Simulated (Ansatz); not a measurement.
CaO:
```cif
data_Ca2O2
_chemical_formula_sum 'Ca2 O2'
_space_group_name_H-M_alt 'P 1'
_space_group_IT_number 1
_cell_length_a 4.16887
_cell_length_b 4.16887
_cell_length_c 3.19549
_cell_angle_alpha 90.000
_cell_angle_beta 90.000
_cell_angle_gamma 90.000
loop_
_space_group_symop_operation_xyz
  'x, y, z'
loop_
_atom_site_label
_atom_site_type_symbol
_atom_site_fract_x
_atom_site_fract_y
_atom_site_fract_z
_atom_site_occupancy
Ca1 Ca 0.50000 0.00000 0.29331 1
Ca2 Ca 0.00000 0.50000 0.70669 1
O1 O 0.00000 0.00000 0.00000 1
O2 O 0.50000 0.50000 0.00000 1
```

Relaxed with r²SCAN.

Q: Tabulate the valence density and the electron localisation function along the shortest Ca–O contact (2.29 Å), DFT-r²SCAN in the program Ansatz with PAW potentials.

A: 

| distance from Ca (Å) | density (e/Å³) | ELF |
|---|---|---|
| 0.23 | 6.22 | 0.79 |
| 0.34 | 5.39 | 0.83 |
| 0.46 | 4.25 | 0.85 |
| 0.57 | 3.01 | 0.85 |
| 0.69 | 1.92 | 0.81 |
| 0.80 | 1.11 | 0.67 |
| 0.91 | 0.63 | 0.37 |
| 1.03 | 0.39 | 0.12 |
| 1.14 | 0.32 | 0.10 |
| 1.26 | 0.37 | 0.23 |
| 1.37 | 0.52 | 0.53 |
| 1.49 | 0.81 | 0.75 |
| 1.60 | 1.32 | 0.81 |
| 1.71 | 2.20 | 0.82 |
| 1.83 | 3.56 | 0.78 |
| 1.94 | 5.28 | 0.67 |
| 2.06 | 6.96 | 0.49 |

The density is the valence pseudo-density with augmentation charge, so density and ELF within about 1 Å of a nucleus are not all-electron values.

Space group P4/nmm. The start of the workflow was typed in or built on a structure type; neither database checked (COD, Materials Project) lists it. It is not the phase usual at ambient conditions (space group No. 225). The r²SCAN relaxation kept the symmetry of its start; its stability against distortions is not shown here. The volume moved by -17 % from the start of the relaxation.

Potentials: the earlier of the program's two PAW sets.
